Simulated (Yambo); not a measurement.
## Convergence of the G0W0 gap of SnS₂

G0W0@PBEsol for SnS2 (CdI2 type, space group P-3m1, No. 164) in Yambo. Reference settings: 6×6×2 Γ-centred k mesh, 210 bands and a 7 Ry block in the screening, 210 bands in G with the Bruneval-Gonze terminator, plasmon pole fitted at 27.2 eV. The PBEsol gap Γ → L on this mesh is 1.28 eV; G0W0 gaps are taken between the same points.

| change from the reference | G0W0 gap Γ → L (eV) | shift of the valence edge (eV) | rough Yambo cost |
|---|---|---|---|
| reference settings | 2.04 | -0.65 | 1 |
| 80 bands in W, 80 bands in G | 2.14 | -0.36 | about 1/3 |
| 136 bands in W, 136 bands in G | 2.07 | -0.55 | within a factor of two |
| 80 bands in G | 2.05 | -0.57 | – |
| pole fitted at 40 eV | 2.05 | -0.70 | – |
| no random integration | 2.03 | -0.62 | – |

The reference isn't shown to be the converged limit. Costs are rough (shared machines), scaled to the same edge states, and given only for runs that recompute the screening. The mesh misses a band edge: along a dense path the PBEsol gap is 1.17 eV against 1.28 eV on the mesh.

The standard potential for Sn keeps a d shell in the valence without the s and p states of that shell. In tests on such compounds this moved G0W0 gaps by up to about 0.9 eV, so absolute quasiparticle energies here are unreliable; differences between settings are what counts.

Spin-orbit coupling is included.

Geometry relaxed with PBE+D3(BJ); primitive cell a = 3.671 Å, b = 3.671 Å, c = 5.799 Å, α = 90.00°, β = 90.00°, γ = 120.00°.

A shift is the quasiparticle energy of the state minus its PBEsol energy.
